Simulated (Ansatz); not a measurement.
**Density of states of NbRh**

Space group Pmma (No. 51). a = 4.579 Å, b = 2.831 Å, c = 4.917 Å, α = 90.00°, β = 90.00°, γ = 90.00°
```csv
atom,site,symmetry,x,y,z
Nb,2e,mm2,0.7500,0.0000,0.2004
Rh,2f,mm2,0.7500,0.5000,0.6885
```

The runs use the primitive cell with vectors (4.579, 0.000, 0.000), (0.000, 2.831, 0.000), (0.000, 0.000, 4.917) Å, to which the k mesh refers.

It takes space group Pmma (No. 51, orthorhombic). The conventional cell has a = 4.579 Å, b = 2.831 Å, c = 4.917 Å, α = 90.00°, β = 90.00°, γ = 90.00°. Nb (site symmetry mm2) has 8 Rh at 2.75 to 2.89 Å and 4 Nb at 2.83 to 3.02 Å as nearest neighbours. Rh (site symmetry mm2) has 8 Nb at 2.75 to 2.89 Å and 4 Rh at 2.83 to 2.95 Å as nearest neighbours.

Structure from Materials Project entry mp-11515 (possibly hypothetical), not relaxed further.

Level of theory: DFT, PBEsol, all-electron LAPW, scalar-relativistic (Ansatz 0.2.0).

The runs use a Γ-centred 7×12×7 k mesh, Fermi–Dirac smearing of 0.03 eV, basis error target 1 meV/atom, no spin polarisation.

States per eV and cell, averaged over 0.4 eV, from -5.8 to 4.0 eV, with energies (bin centres) from the Fermi level; empty bins are left out. The partial columns, the largest 5 alone, are projections on Löwdin-orthogonalised atomic shells (those that the program's projection atoms carry: the occupied ones and, for some elements, an empty d or f shell; other empty shells have no column), summed over atoms of an element. Weights on diffuse s and p shells depend on that basis and aren't pure angular character.

```csv
E (eV),total,Rh 4d,Nb 4d,Rh 5s,Nb 5s,Nb 4p
-5.7,0.49,0.02,0.02,0.20,0.20,0.01
-5.3,0.94,0.17,0.17,0.29,0.26,0.01
-4.9,4.43,1.95,1.29,0.61,0.47,0.03
-4.5,6.81,3.85,2.00,0.45,0.40,0.04
-4.1,6.11,3.75,1.67,0.24,0.36,0.03
-3.7,6.38,4.33,1.58,0.15,0.23,0.03
-3.3,5.13,3.67,1.15,0.12,0.11,0.03
-2.9,6.36,4.51,1.47,0.14,0.13,0.04
-2.5,5.12,3.77,1.03,0.15,0.10,0.02
-2.1,6.33,4.60,1.28,0.22,0.12,0.03
-1.7,6.20,4.19,1.49,0.21,0.17,0.03
-1.3,4.06,2.31,1.35,0.14,0.16,0.01
-0.9,3.83,1.59,1.81,0.14,0.18,0.01
-0.5,4.13,1.29,2.37,0.13,0.19,0.01
-0.1,4.19,1.06,2.70,0.11,0.17,0.01
0.3,3.81,0.99,2.42,0.10,0.13,0.01
0.7,3.07,0.89,1.87,0.06,0.08,0.01
1.1,3.38,1.08,2.06,0.05,0.07,0.01
1.5,4.04,1.24,2.52,0.10,0.08,0.01
1.9,3.63,0.82,2.46,0.10,0.09,0.01
2.3,2.99,0.51,2.15,0.13,0.08,0.00
2.7,3.96,0.62,2.91,0.22,0.10,0.01
3.1,4.89,0.80,3.66,0.17,0.12,0.00
3.5,4.20,0.64,3.13,0.14,0.17,0.00
3.9,2.11,0.27,1.35,0.15,0.19,0.00
```

(1) Which of the resolved shells contributes most within 0.3 eV of the Fermi level?

(2) Where is the centre of the filled Rh 4d states between -14 eV and the top of the filled states?

Results:

(1) Nb 4d, with 64 % of all states there; Rh 4d follows with 26 %.

(2) -2.82 eV from the Fermi level.
